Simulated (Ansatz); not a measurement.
GeS:
```
CELL_PARAMETERS angstrom
     10.19255     0.00000     0.00000
      0.00000     3.64210     0.00000
      0.00000     0.00000     4.09027
ATOMIC_POSITIONS crystal
  Ge 0.11869 0.25000 0.11878
  Ge 0.38131 0.75000 0.61878
  Ge 0.88131 0.75000 0.88122
  Ge 0.61869 0.25000 0.38122
  S  0.85293 0.25000 0.49340
  S  0.64707 0.75000 0.99340
  S  0.14707 0.75000 0.50660
  S  0.35293 0.25000 0.00660
```

Relaxed with LDA.

Which orbitals make up the states near the band edges in DFT-LDA in the program Ansatz with PAW potentials?

Top 1 eV of the valence band: S 3p 57 %, Ge 4s 23 %, Ge 4p 16 %. Bottom 1 eV of the conduction band: Ge 4p 58 %, S 3p 18 %, S 3s 9 %, Ge 4s 9 %, outside the projected shells 6 %. Projections are on Löwdin-orthogonalised atomic valence shells; empty p or d shells of many metals are not among them.

Tabulate the density of states.

States/eV per cell of 8 atoms, in 0.25 eV bins, energy from the valence-band maximum.

| E (eV) | total | S 3p | Ge 4p | Ge 4s |
|---|---|---|---|---|
| -7.86 | 3.67 | 1.17 | 0.27 | 1.84 |
| -7.61 | 2.43 | 0.78 | 0.17 | 1.15 |
| -7.36 | 1.54 | 0.49 | 0.11 | 0.68 |
| -7.11 | 1.24 | 0.39 | 0.09 | 0.54 |
| -6.86 | 1.03 | 0.32 | 0.08 | 0.44 |
| -6.61 | 0.90 | 0.27 | 0.09 | 0.37 |
| -6.36 | 0.92 | 0.28 | 0.14 | 0.34 |
| -6.11 | 0.91 | 0.31 | 0.18 | 0.29 |
| -5.86 | 1.34 | 0.62 | 0.45 | 0.18 |
| -5.61 | 2.34 | 1.21 | 0.80 | 0.20 |
| -5.36 | 3.45 | 1.87 | 1.14 | 0.26 |
| -5.11 | 3.92 | 2.19 | 1.29 | 0.27 |
| -4.86 | 3.64 | 2.13 | 1.22 | 0.17 |
| -4.61 | 3.92 | 2.35 | 1.30 | 0.15 |
| -4.36 | 4.39 | 2.70 | 1.39 | 0.17 |
| -4.11 | 4.77 | 3.03 | 1.41 | 0.18 |
| -3.86 | 4.89 | 3.15 | 1.41 | 0.19 |
| -3.61 | 4.46 | 2.88 | 1.25 | 0.18 |
| -3.36 | 4.69 | 3.09 | 1.25 | 0.21 |
| -3.11 | 5.17 | 3.52 | 1.28 | 0.20 |
| -2.86 | 4.50 | 3.10 | 1.05 | 0.20 |
| -2.61 | 5.41 | 3.79 | 1.16 | 0.28 |
| -2.36 | 6.34 | 4.57 | 1.26 | 0.34 |
| -2.11 | 4.98 | 3.51 | 0.97 | 0.38 |
| -1.86 | 3.96 | 2.46 | 0.92 | 0.47 |
| -1.61 | 3.78 | 2.12 | 0.90 | 0.64 |
| -1.36 | 5.11 | 2.80 | 1.21 | 0.91 |
| -1.11 | 4.59 | 2.51 | 1.05 | 0.87 |
| -0.86 | 4.37 | 2.42 | 0.87 | 0.93 |
| -0.61 | 4.09 | 2.37 | 0.63 | 0.97 |
| -0.36 | 2.34 | 1.40 | 0.28 | 0.59 |
| -0.11 | 0.20 | 0.12 | 0.02 | 0.05 |
| 0.14 | 0.00 | 0.00 | 0.00 | 0.00 |
| 0.39 | 0.00 | 0.00 | 0.00 | 0.00 |
| 0.64 | 0.01 | 0.00 | 0.00 | 0.00 |
| 0.89 | 0.12 | 0.01 | 0.08 | 0.01 |
| 1.14 | 0.95 | 0.14 | 0.58 | 0.09 |
| 1.39 | 2.63 | 0.46 | 1.53 | 0.24 |
| 1.64 | 3.81 | 0.75 | 2.19 | 0.31 |
| 1.89 | 4.31 | 0.85 | 2.54 | 0.28 |
| 2.14 | 4.53 | 0.91 | 2.75 | 0.23 |
| 2.39 | 4.95 | 1.07 | 2.91 | 0.20 |
| 2.64 | 6.43 | 1.44 | 3.66 | 0.23 |
| 2.89 | 4.73 | 1.11 | 2.75 | 0.16 |
| 3.14 | 5.74 | 1.36 | 3.33 | 0.16 |
| 3.39 | 6.21 | 1.57 | 3.55 | 0.19 |
| 3.64 | 5.17 | 1.26 | 3.04 | 0.12 |
| 3.89 | 5.32 | 1.15 | 3.13 | 0.10 |
| 4.14 | 4.41 | 1.00 | 2.56 | 0.08 |
| 4.39 | 4.60 | 1.05 | 2.60 | 0.08 |
| 4.64 | 4.85 | 1.11 | 2.64 | 0.07 |
| 4.89 | 4.88 | 1.17 | 2.60 | 0.08 |
| 5.14 | 4.73 | 1.13 | 2.47 | 0.08 |
| 5.39 | 4.62 | 1.00 | 2.34 | 0.07 |

Space group Pnma. The LDA relaxation kept the symmetry of its start. A crystal of weakly bound layers computed without a dispersion correction: the cell and the soft elastic constants depend strongly on that. Scalar-relativistic: spin–orbit coupling is off unless named, which matters more the heavier the elements.

Potentials: the later of the program's two PAW sets.
